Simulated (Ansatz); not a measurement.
**What moves the field gradients of Bi₂Se₃?**

Cell of run 1: an entry of the Crystallography Open Database (COD), atoms as given.

```
Bi Se
1.0
     2.07150    1.19598    9.54533
    -2.07150    1.19598    9.54533
     0.00000   -2.39196    9.54533
Bi Se
2 3
Direct
  0.40080 0.40080 0.40080
  0.59920 0.59920 0.59920
  0.00000 0.00000 0.00000
  0.21170 0.21170 0.21170
  0.78830 0.78830 0.78830
```

Atom numbers follow the list; atoms alike are taken as one site, whose name carries the number of the first.

Relaxed positions (PBE, cell held):

```
CELL_PARAMETERS angstrom
2.07150 1.19598 9.54533
-2.07150 1.19598 9.54533
0.00000 -2.39196 9.54533
ATOMIC_POSITIONS crystal
Bi 0.40061 0.40061 0.40061
Bi 0.59939 0.59939 0.59939
Se 0.00000 0.00000 0.00000
Se 0.21115 0.21115 0.21115
Se 0.78885 0.78885 0.78885
```

All runs are DFT with Ansatz 0.2.0 (plane waves and PAW, scalar-relativistic unless spin–orbit coupling is named, Γ-centred meshes, Fermi–Dirac smearing where given) in this cell.

Run 1: PBE, atoms as given; 420 eV, 9×9×9 k-points, smearing 0.02 eV.
Run 2: PBE, atoms relaxed; 420 eV, 9×9×9 k-points, smearing 0.02 eV.
Run 3: r2SCAN, at the relaxed atoms; 500 eV, 9×9×9 k-points, smearing 0.02 eV.
Run 4: PBE with spin–orbit coupling, at the relaxed atoms; 420 eV, 9×9×9 k-points, smearing 0.02 eV.
Run 5: LDA, at the relaxed atoms; 420 eV, 9×9×9 k-points, smearing 0.02 eV.

| run | Bi V_zz (η) | Se3 V_zz (η) | Se4 V_zz (η) |
| --- | --- | --- | --- |
| 1 | 0.76 (0.00) | 7.50 (0.00) | -2.18 (0.00) |
| 2 | ? | ? | ? |
| 3 | 1.31 (0.00) | 7.32 (0.00) | -2.02 (0.00) |
| 4 | -0.21 (0.00) | 7.91 (0.00) | 0.13 (0.00) |
| 5 | 0.62 (0.00) | 7.24 (0.00) | -1.13 (0.00) |

V_zz in 10²¹ V/m².

Problem. Estimate the row of run 2.

Solution. Bi: 0.67 (0.00); Se3: 7.30 (0.00); Se4: -1.25 (0.00). It lies nearest to run 5, from whose tensors on these sites it differs by 0.12 at most (largest principal value of the difference, on Se4). Taken one at a time, spin–orbit coupling moves the tensors on these sites by up to 1.38 (largest principal value of the change, on Se4), the positions of the atoms (as given or relaxed) by 0.92 (Se4), the functional (between the two that differ most) by 0.89 (Se4). Without a gap such differences can lie within the error of the k-mesh, so this order isn't firm.

Semilocal functionals make gaps too small and can close them, so the real compound need not be a metal. In runs 1, 2, 3, 4 the gap is small for the k-mesh or the smearing, and small gradients can still move by 0.1 × 10²¹ V/m² or more. In run 5 there is no gap above 0.1 eV, so the gradients can move by 10 % or more with the k-mesh. Run 1: The values hang on the deposited positions: relaxing the atoms moves V_zz on Se4 from -2.18 to -1.25.
